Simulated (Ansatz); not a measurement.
Given:

Starting cell, PbTe (rock salt):

```
CELL_PARAMETERS angstrom
      0.00000     3.28470     3.28470
      3.28470     0.00000     3.28470
      3.28470     3.28470     0.00000
ATOMIC_POSITIONS crystal
  Te 0.00000 0.00000 0.00000
  Pb 0.50000 0.50000 0.50000
```

In each cell atom 2 (Pb, nearest neighbour Te at 3.285 Å; its periodic images, 4.6 Å or more away, move with it) moves by s·(0.000, 0.000, 1.000) (towards the nearest neighbour), the rest being held.

Level of theory: PBE (plane waves to 420 eV, PAW, scalar-relativistic; Ansatz, a program for electronic structure). k mesh 7×7×7 (Γ-centred), Fermi-Dirac smearing 0.05 eV. Energies are smeared free energies. PbTe was relaxed with its symmetry unable to fall. Spin-orbit coupling is left out, though Pb and Te are heavy. The PAW data are Ansatz's earlier set. ΔE is measured from the undisplaced structure.

The scan covers s from -0.660 to 0.660 Å in 11 points.

Task: Is the energy the same for equal positive and negative displacements?

Result: Even: the same for both signs. With its periodic images moving along, the atom's site symmetry in this cell is m-3m.

Task: What is the energy change at s = 0.660 Å?

Result: 542 meV/cell.

Task: What force acts on the atom along the line at s = -0.660 Å?

Result: 3.03 eV/Å.

(For displaced atoms, the force is minus the slope of the energy, and its curvature is a force constant, which sets phonon frequencies.)
